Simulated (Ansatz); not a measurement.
**How far do frozen cores hold at 0.4 of the volume?**

Ansatz 0.2.0 under LDA, scalar-relativistic: all-electron LAPW against the default frozen-core PAW files (made under PBE) and norm-conserving files, on the same cells and meshes. Each crystal is compressed to 0.4 of its own relaxed volume, with k spacings near 0.17 Å⁻¹ and smearing of 0.05 to 0.1 eV; spin polarisation is left out. The structure types needn't be the stable ones.

**Question.** For which of Sc (sc), Sc (fcc), Sr (fcc), Na (fcc), Cd (hcp), Rb (diamond), Li (sc) does the PAW pressure depart most from LAPW, and by how much?

**Answer.** Sc (fcc), by +0.18 %. All values:

```csv
crystal,V (Å³/atom),P LAPW (GPa),PAW − LAPW (%),"energy rise, PAW − LAPW (meV/atom)",norm-conserving − LAPW (%)
Sc (sc),9.21,186.8,-0.03,5,-0.75
Sc (fcc),8.99,184.2,0.18,7,-0.79
Sr (fcc),19.44,43.1,0.01,1,0.15
Na (fcc),13.36,47.8,-0.03,0,0.26
Cd (hcp),7.96,785.2,-0.16,-21,0.97
Rb (diamond),47.37,4.32,-0.01,0,0.33
Li (sc),7.60,55.9,-0.12,-1,0.09
```
